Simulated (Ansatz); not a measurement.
ZnO:
```xyz
4
Lattice="3.2370 0.0000 0.0000 -1.6185 2.8033 0.0000 0.0000 0.0000 6.0492" Properties=species:S:1:pos:R:3 pbc="T T T"
Zn     0.0000     0.0000     4.5369
Zn     0.0000     0.0000     1.5123
O      0.0000     1.8689     1.5123
O      1.6185     0.9344     4.5369
```

x, y and z are the axes in which the lattice vectors are written.

Question: Give the high-frequency dielectric tensor and the Born effective charge tensors of the independent atoms from DFPT, r²SCAN+D4 (plane waves, PAW; program Ansatz).

Answer: 
ε∞:
```
4.85  0.00  0.00
0.00  4.85  0.00
0.00  0.00  3.44
```
Z* of atom 1 (Zn), rows: field, columns: displacement, in e:
```
2.47  0.00  0.00
0.00  2.47  0.00
0.00  0.00  1.17
```
Z* of atom 3 (O), rows: field, columns: displacement, in e:
```
-2.47   0.00   0.00
 0.00  -2.47   0.00
 0.00   0.00  -1.17
```

Static charges for comparison (Bader): Zn1 +1.24, O3 -1.24 e. Born charges measure polarisation by displacement and can exceed these by far.

Space group P6_3/mmc. The workflow started from a Materials Project entry (that database holds measured and hypothetical structures alike); the Crystallography Open Database copy checked does not list it. It is not the phase usual at ambient conditions (space group No. 186). The cell was relaxed with r²SCAN+D4 under the symmetry of its start; phonons show weakly imaginary modes.

Potentials: the later of the program's two PAW sets.
